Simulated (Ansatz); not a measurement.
KIO₃:
```xyz
10
Lattice="3.0972 1.7882 5.1646 -3.0972 1.7882 5.1646 0.0000 -3.5764 5.1646" Properties=species:S:1:pos:R:3 pbc="T T T"
K      0.0000     0.0000    11.6925
K      0.0000     0.0000     3.9456
I      0.0000     0.0000     0.0575
I      0.0000     0.0000     7.8044
O     -0.3137    -1.9896     6.0904
O     -1.5662     1.2665     6.0904
O      1.8799     0.7231     6.0904
O     -1.5310    -0.5217     8.6727
O      1.2173    -1.0650     8.6727
O      0.3137     1.5867     8.6727
```

Relaxed with PBEsol.

**Question.** Map the valence electron density (e/Å³), cut off at 2 on the plane through (0.755, 0.755, 0.755) spanned by u = [1, 1, 0] and v = [1, -1, 0] in lattice vectors, from plane-wave PAW PBEsol (Ansatz code).

**Answer.** x is the fraction of u, y of v (the angle between them is 90°; rows are the nearest grid lines); atoms in the plane: K at (0.00, 0.00), K at (0.50, 0.50), O at (0.46, 0.95), O at (0.96, 0.45), O at (0.21, 0.70), O at (0.71, 0.20).
```
|@@@+.        ..:*@@@-.   ....      .+@@@|
|@@@=.        ..-%@@@=.    ..       .=@@@|
|@@+.          .:*@@@-     ....      .+@@|
|+=:            .=@@@:     .:::.      :=+|
|:.     .::.     :=*+.    .:=+-.       .:|
|     .-@@@*:             .=@@@=.        |
|     .*@@@@-.            .+@@@=.        |
|     :%@@@@=.            .=%@#-.        |
|     .*@@@@-      .::.    .:::.         |
|     .-%@@+:     .-##-.    ...      ... |
|.    .:=++:.     :#@@#:           ..:-:.|
|#:    ....      .+@@@@+.        ..:+@@@#|
|@-.   ...       .+@@@@+.        ..-#@@@@|
|@-.    ...       :#@@#:          .:%@@@@|
|%:     ....      .-##-.           :+@@@%|
|=.    .:--:.      .::.    ...     .:*@%=|
|      .=@@%-.            :*@%=.     ... |
|      .+@@@=.           .=@@@@:         |
|      .=@@@-.           :#@@@@=.        |
|:.     .-=-.            :#@@@@-.      .:|
|+=:     ....            .=@@@%:      :=+|
|@@+.            ..:.    .-*@#=.     .+@@|
|@@@=.        ..:=%@@:    ..:..     .=@@@|
|@@@+.        ..:*@@@-.   ....      .+@@@|
```
Scale: ten equal steps from 0.024 (start of ' ') to 2.00 (end of '@'), in the order ' .:-=+*#%@'; x runs from 0.000 to 1.00, y from 0.000 (bottom) to 1.00 (top).

The density is the valence pseudo-density with augmentation charge, so density and ELF within about 1 Å of a nucleus are not all-electron values.

Space group R3c. The workflow started from a Materials Project entry (that database holds measured and hypothetical structures alike); the Crystallography Open Database copy checked does not list it. COD files the formula under space group No. 1, 160, so this cell is another polymorph or a model. Its standing as an ambient phase is unchecked. The PBEsol relaxation kept the symmetry of its start; its stability against distortions is not shown here. Spin–orbit coupling is left out wherever it is not named.

Potentials: the later of the program's two PAW sets.
